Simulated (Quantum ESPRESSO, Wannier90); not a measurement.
Wannierisation of BaS (rock salt)

Materials Project entry mp-1500; symmetrised, unrelaxed at this level. COD (Crystallography Open Database) has an entry of this formula and space group (matched by these alone). Method: LDA plane waves in Quantum ESPRESSO 7.5 (PseudoDojo norm-conserving files, 46 Ry, no spin polarisation, no spin-orbit coupling), Bloch states on a 8×8×8 mesh through Γ, Wannier90 4.0.1. Density: 8×8×8 mesh, cold smearing 0.01 Ry. Spin-orbit coupling is left out although heavy elements are present.

Input w.win:

```
num_bands = 18
num_wann = 10
exclude_bands = 1-4
num_iter = 0
conv_tol = 1.0e-6
conv_window = 4
dis_num_iter = 1000
dis_conv_tol = 1.0e-6
dis_froz_max = 8.86
write_hr = true
write_u_matrices = true
begin projections
Ba: s;d
S: s;p
end projections
begin unit_cell_cart
ang
    0.0000000000    3.2256750000    3.2256750000
    3.2256750000    0.0000000000    3.2256750000
    3.2256750000    3.2256750000    0.0000000000
end unit_cell_cart
begin atoms_frac
Ba   0.0000000000  0.0000000000  0.0000000000
S    0.5000000000  0.5000000000  0.5000000000
end atoms_frac
mp_grid = 8 8 8
begin kpoints
0.0000000000 0.0000000000 0.0000000000
0.0000000000 0.0000000000 0.1250000000
0.0000000000 0.0000000000 0.2500000000
... (509 more lines: the 8x8x8 mesh through Gamma)
end kpoints
```

On the energy scale of pw.x, whose zero is arbitrary, the valence-band maximum lies at 5.30 eV. Lines of w_hr.dat (R1 R2 R3 m n Re Im, eV) for R = 0 and one of the shortest lattice vectors, rounded to 0.01 eV, lines under 0.02 eV left out; orbitals in order: Ba1 s, Ba1 dz2, Ba1 dxz, Ba1 dyz, Ba1 dx2-y2, Ba1 dxy, S2 s, S2 pz, S2 px, S2 py.

```
    0    0    0    1    1    11.82     0.00
    0    0    0    2    2    11.60     0.00
    0    0    0    3    3    10.39     0.00
    0    0    0    4    4    10.39     0.00
    0    0    0    5    5    11.60     0.00
    0    0    0    6    6    10.39     0.00
    0    0    0    7    7    -3.94     0.00
    0    0    0    8    8     5.52     0.00
    0    0    0    9    9     5.52     0.00
    0    0    0   10   10     5.52     0.00
   -1    0    0    1    1    -0.29     0.00
   -1    0    0    2    1    -0.06     0.00
   -1    0    0    4    1    -0.28     0.00
   -1    0    0    5    1     0.10     0.00
   -1    0    0    1    2    -0.06     0.00
   -1    0    0    2    2    -0.09     0.00
   -1    0    0    4    2    -0.07     0.00
   -1    0    0    3    3     0.17     0.00
   -1    0    0    6    3     0.12     0.00
   -1    0    0    1    4    -0.28     0.00
   -1    0    0    2    4    -0.07     0.00
   -1    0    0    4    4    -0.59     0.00
   -1    0    0    5    4     0.13     0.00
   -1    0    0    1    5     0.10     0.00
   -1    0    0    4    5     0.13     0.00
   -1    0    0    5    5    -0.09     0.00
   -1    0    0    3    6     0.12     0.00
   -1    0    0    6    6     0.17     0.00
   -1    0    0    1    7    -0.28     0.00
   -1    0    0    2    7     0.39     0.00
   -1    0    0    5    7    -0.68     0.00
   -1    0    0    7    7    -0.03     0.00
   -1    0    0    3    8    -0.52     0.00
   -1    0    0   10    8     0.03     0.00
   -1    0    0    1    9     0.98     0.00
   -1    0    0    2    9    -0.69     0.00
   -1    0    0    5    9     1.20     0.00
   -1    0    0    6   10    -0.52     0.00
   -1    0    0    8   10     0.03     0.00
```
